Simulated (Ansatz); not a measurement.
ZrO2:
```cif
data_O4Zr2
_chemical_formula_sum 'Zr2 O4'
_space_group_name_H-M_alt 'P 1'
_space_group_IT_number 1
_cell_length_a 3.14772
_cell_length_b 3.14772
_cell_length_c 10.65670
_cell_angle_alpha 90.000
_cell_angle_beta 90.000
_cell_angle_gamma 120.000
loop_
_space_group_symop_operation_xyz
  'x, y, z'
loop_
_atom_site_label
_atom_site_type_symbol
_atom_site_fract_x
_atom_site_fract_y
_atom_site_fract_z
_atom_site_occupancy
Zr1 Zr 0.33333 0.66667 0.25000 1
Zr2 Zr 0.66667 0.33333 0.75000 1
O1 O 0.33333 0.66667 0.64079 1
O2 O 0.66667 0.33333 0.14079 1
O3 O 0.66667 0.33333 0.35921 1
O4 O 0.33333 0.66667 0.85921 1
```

Relaxed with PBE. Plane-wave PAW PBE (Ansatz code) gives a gap of 1.42 eV.

Q: What gap does HSE06 give on the same cell (Ansatz, PAW)?

A: 2.84 eV, 1.41 eV more. The hybrid was solved on a coarser mesh and at special points; its gap is the smallest among all of these.

```json
[
 {"k": "Γ", "v1 PBE": "-0.01", "c1 PBE": "3.16", "v1 HSE06": "?", "c1 HSE06": "?"},
 {"k": "A", "v1 PBE": "-0.48", "c1 PBE": "3.36", "v1 HSE06": "?", "c1 HSE06": "?"},
 {"k": "K", "v1 PBE": "-0.54", "c1 PBE": "1.45", "v1 HSE06": "-0.59", "c1 HSE06": "2.85"},
 {"k": "H", "v1 PBE": "-0.56", "c1 PBE": "1.46", "v1 HSE06": "-0.61", "c1 HSE06": "2.85"},
 {"k": "M", "v1 PBE": "-0.37", "c1 PBE": "1.93", "v1 HSE06": "?", "c1 HSE06": "?"},
 {"k": "L", "v1 PBE": "-0.40", "c1 PBE": "2.03", "v1 HSE06": "?", "c1 HSE06": "?"}
]
```

Q: Top valence (v1) and lowest conduction level (c1) in eV from each method's valence maximum (which need not be a listed point): supply the withheld HSE06 values.

A: 
- Γ, v1 HSE06: -0.01
- Γ, c1 HSE06: 4.63
- L, v1 HSE06: -0.43
- L, c1 HSE06: 3.42
- M, v1 HSE06: -0.41
- M, c1 HSE06: 3.32
- A, v1 HSE06: -0.48
- A, c1 HSE06: 4.84

Cost on shared cores: the PBE run (SCF on a 10×10×3 mesh, then bands and DOS) around 40 core-seconds (rough), the HSE06 run (SCF on 6×6×2, then a few points) roughly 2.4 core-minutes; the tasks are unlike.

Space group P6_3/mmc. The cell is a constructed one: a structure type filled with these elements; neither database checked (COD, Materials Project) lists it. It is not the phase usual at ambient conditions (space group No. 14). The cell was relaxed with PBE under the symmetry of its start; its stability against distortions is not shown here. No spin polarisation was allowed. A crystal of weakly bound layers computed without a dispersion correction: the cell and the soft elastic constants depend strongly on that. Spin–orbit coupling is left out wherever it is not named.

Potentials: the later of the program's two PAW sets.
